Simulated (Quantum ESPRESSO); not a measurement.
## Hf2RuSnInW3 (input and log of a self-consistent run)

A calculation, not a measurement. The program is pw.x of Quantum ESPRESSO 7.5 (plane-wave density functional theory). The cell is made up: eight metal atoms on a hexagonal close-packed lattice, with elements, volume, strain and displacements drawn at random and not relaxed, so it may be unstable or far from any real phase. PseudoDojo standard norm-conserving files set the functional (PBE unless stated); there is no spin polarisation or spin-orbit coupling, the Fermi-Dirac width of 0.25 eV means electrons at about 2900 K, and the masses in the input are unused placeholders. The tin pseudopotential is less sure than most, with forces differing by about three percent from a second method on plain tin. Heavy elements are run without spin-orbit coupling, which real alloys of them have. A spin test at this wide smearing found no moment, but such smearing suppresses magnetism that the real alloy may have.

Input:

```
&control calculation='scf', pseudo_dir='./dojo.nc.sr.pbe.v0_5.standard.upf', outdir='./o', disk_io='minimal', tprnfor=.true., tstress=.true. /
&system ibrav=0, nat=8, ntyp=5, nbnd=71, ecutwfc=84.00895049, nosym=.true., tot_charge=0,
 occupations='smearing', smearing='fd', degauss=0.0183746611
/
&electrons conv_thr=1.470e-08, electron_maxstep=70, mixing_beta=0.5 /
ATOMIC_SPECIES
Hf 1.0 Hf.upf
In 1.0 In.upf
Ru 1.0 Ru.upf
Sn 1.0 Sn.upf
W 1.0 W.upf
CELL_PARAMETERS angstrom
3.0068 -0.0104 -0.0383
-0.018 5.2312 0.0148
-0.124 0.0276 9.5446
ATOMIC_POSITIONS angstrom
Hf 0.077 -0.0383 -0.124
Ru -0.0439 0.0552 4.8647
Sn -0.2473 1.6505 2.2818
In -0.1352 1.8088 7.0682
W 1.5709 2.6343 0.0615
W 1.4289 2.5362 4.7436
W 1.4318 4.4084 2.3131
Hf 1.3933 4.3843 7.1817
K_POINTS automatic
8 5 3 1 1 1
```

The log is shortened where brackets say so; the opening notice, blank lines, dates and the lines on written files are dropped, and the path of the files is cut. It prints rydbergs, bohrs and kilobars, and counts compression as positive stress. Its total energy is the free energy E - TS of the whole cell.

```
     Program PWSCF v.7.5
     Parallel version (MPI & OpenMP), running on       4 processor cores
     Number of MPI processes:                 4
     Threads/MPI process:                     1
     [start-up lines left out]
     bravais-lattice index     =            0
     lattice parameter (alat)  =       5.6825  a.u.
     unit-cell volume          =    1012.9306 (a.u.)^3
     number of atoms/cell      =            8
     number of atomic types    =            5
     number of electrons       =       109.00
     number of Kohn-Sham states=           71
     kinetic-energy cutoff     =      84.0090  Ry
     charge density cutoff     =     336.0358  Ry
     scf convergence threshold =      1.5E-08
     mixing beta               =       0.5000
     number of iterations used =            8  plain     mixing
     Exchange-correlation= PBE
                           (   1   4   3   4   0   0   0)
     [axes and pseudopotential details left out]
   Cartesian axes
     site n.     atom                  positions (alat units)
         1        Hf     tau(   1) = (   0.0256064  -0.0127367  -0.0412363  )
         2        Ru     tau(   2) = (  -0.0145990   0.0183568   1.6177585  )
         3        Sn     tau(   3) = (  -0.0822397   0.5488746   0.7588138  )
         4        In     tau(   4) = (  -0.0449608   0.6015174   2.3505336  )
         5        W      tau(   5) = (   0.5224036   0.8760378   0.0204519  )
         6        W      tau(   6) = (   0.4751814   0.8434146   1.5774866  )
         7        W      tau(   7) = (   0.4761458   1.4660157   0.7692226  )
         8        Hf     tau(   8) = (   0.4633426   1.4580012   2.3882781  )
     number of k points=    60  Fermi-Dirac smearing, width (Ry)=  0.0184
                       cart. coord. in units 2pi/alat
        k(    1) = (   0.0633817   0.0575509   0.0531660), wk =   0.0333333
        k(    2) = (   0.0607079   0.0581360  -0.1569063), wk =   0.0333333
     [further k points left out]
     Dense  grid:   105395 G-vectors     FFT dimensions: (  36,  60, 108)
     Estimated max dynamical RAM per process >     419.91 MB
     Estimated total dynamical RAM >       1.56 GB
     Initial potential from superposition of free atoms
     starting charge     108.9886, renormalised to     109.0000
     Starting wfcs are   78 randomized atomic wfcs
     total cpu time spent up to now is        6.2 secs
     per-process dynamical memory:   327.7 Mb
     Self-consistent Calculation
     iteration #  1     ecut=    84.01 Ry     beta= 0.50
     Davidson diagonalization with overlap
     ethr =  1.00E-02,  avg # of iterations =  2.5
     total cpu time spent up to now is       20.6 secs
     total energy              =   -1171.17054809 Ry
     estimated scf accuracy    <       3.12487689 Ry
     iteration #  2     ecut=    84.01 Ry     beta= 0.50
     Davidson diagonalization with overlap
     ethr =  2.87E-03,  avg # of iterations =  5.8
     total cpu time spent up to now is       40.2 secs
     total energy              =   -1168.42167367 Ry
     estimated scf accuracy    <     116.71600467 Ry
     iteration #  3     ecut=    84.01 Ry     beta= 0.50
     Davidson diagonalization with overlap
     ethr =  2.87E-03,  avg # of iterations =  5.2
     total cpu time spent up to now is       59.1 secs
     total energy              =   -1172.84596202 Ry
     estimated scf accuracy    <       5.06058759 Ry
     iteration #  4     ecut=    84.01 Ry     beta= 0.50
     Davidson diagonalization with overlap
     ethr =  2.87E-03,  avg # of iterations =  1.9
     total cpu time spent up to now is       72.1 secs
     total energy              =   -1173.14535715 Ry
     estimated scf accuracy    <       0.74400638 Ry
     iteration #  5     ecut=    84.01 Ry     beta= 0.50
     Davidson diagonalization with overlap
     ethr =  6.83E-04,  avg # of iterations =  5.1
     total cpu time spent up to now is       87.2 secs
     total energy              =   -1173.15979164 Ry
     estimated scf accuracy    <       0.22773562 Ry
     [iterations 6 to 13 left out]
     iteration # 14     ecut=    84.01 Ry     beta= 0.50
     Davidson diagonalization with overlap
     ethr =  2.32E-09,  avg # of iterations =  1.9
     total cpu time spent up to now is      218.1 secs
     total energy              =   -1173.19749896 Ry
     estimated scf accuracy    <       0.00000193 Ry
     iteration # 15     ecut=    84.01 Ry     beta= 0.50
     Davidson diagonalization with overlap
     ethr =  1.77E-09,  avg # of iterations =  1.9
     total cpu time spent up to now is      230.9 secs
     total energy              =   -1173.19749901 Ry
     estimated scf accuracy    <       0.00000068 Ry
     iteration # 16     ecut=    84.01 Ry     beta= 0.50
     Davidson diagonalization with overlap
     ethr =  6.27E-10,  avg # of iterations =  2.0
     total cpu time spent up to now is      244.5 secs
     total energy              =   -1173.19749891 Ry
     estimated scf accuracy    <       0.00000344 Ry
     iteration # 17     ecut=    84.01 Ry     beta= 0.50
     Davidson diagonalization with overlap
     ethr =  6.27E-10,  avg # of iterations =  2.0
     total cpu time spent up to now is      257.6 secs
     total energy              =   -1173.19749911 Ry
     estimated scf accuracy    <       0.00000022 Ry
     iteration # 18     ecut=    84.01 Ry     beta= 0.50
     Davidson diagonalization with overlap
     ethr =  1.99E-10,  avg # of iterations =  1.0
     total cpu time spent up to now is      269.7 secs
     End of self-consistent calculation
     [lines on levels left out]
!    total energy              =   -1173.19749911 Ry
     estimated scf accuracy    <       0.00000001 Ry
     smearing contrib. (-TS)   =      -0.12198699 Ry
     internal energy E=F+TS    =   -1173.07551212 Ry
     The total energy is F=E-TS. E is the sum of the following terms:
     one-electron contribution =    -218.10870150 Ry
     hartree contribution      =     173.44666158 Ry
     xc contribution           =    -274.78039895 Ry
     ewald contribution        =    -853.63307325 Ry
     convergence has been achieved in  18 iterations
     Forces acting on atoms (cartesian axes, Ry/au):
     atom    1 type  1   force =    -0.00394597    0.00209713    0.08518704
     atom    2 type  3   force =    -0.00239040   -0.01222910   -0.04223658
     atom    3 type  4   force =     0.03800245    0.02091455    0.07985196
     atom    4 type  2   force =     0.00974168   -0.01097601    0.02324508
     atom    5 type  5   force =    -0.01845063    0.03823747   -0.04312669
     atom    6 type  5   force =    -0.00942331    0.03837790   -0.04629689
     atom    7 type  5   force =    -0.01190962   -0.06339141    0.05603267
     atom    8 type  1   force =    -0.00162420   -0.01303053   -0.11265659
     Total force =     0.213918     Total SCF correction =     0.000559
     Computing stress (Cartesian axis) and pressure
          total   stress  (Ry/bohr**3)                   (kbar)     P=      -12.59
  -0.00004397  -0.00005223   0.00008015           -6.47       -7.68       11.79
  -0.00005223  -0.00031223  -0.00006387           -7.68      -45.93       -9.40
   0.00008015  -0.00006387   0.00009952           11.79       -9.40       14.64
     init_run     :      5.87s CPU      6.12s WALL (       1 calls)
     electrons    :    257.75s CPU    263.51s WALL (       1 calls)
     forces       :      2.79s CPU      2.82s WALL (       1 calls)
     stress       :      9.40s CPU      9.62s WALL (       1 calls)
     [timing details left out]
     PWSCF        :   4m35.94s CPU   4m42.23s WALL
     JOB DONE.
```

In other units: free energy -15962.165 eV for the cell, pressure -1.26 GPa, largest force component 2.897 eV/Å in size. The run took 284 s of wall time with four MPI processes on a shared machine (Intel Xeon, 2023 or later, virtual cores), so the time is rough. A rerun of this cell at a higher cutoff and on a denser mesh moved values by no more than 0.003 eV in energy, 0.06 GPa in stress and 0.011 eV/Å in force, and a second program with other atomic files agreed on that cell to 2 % rms in force and 0.5 GPa in pressure.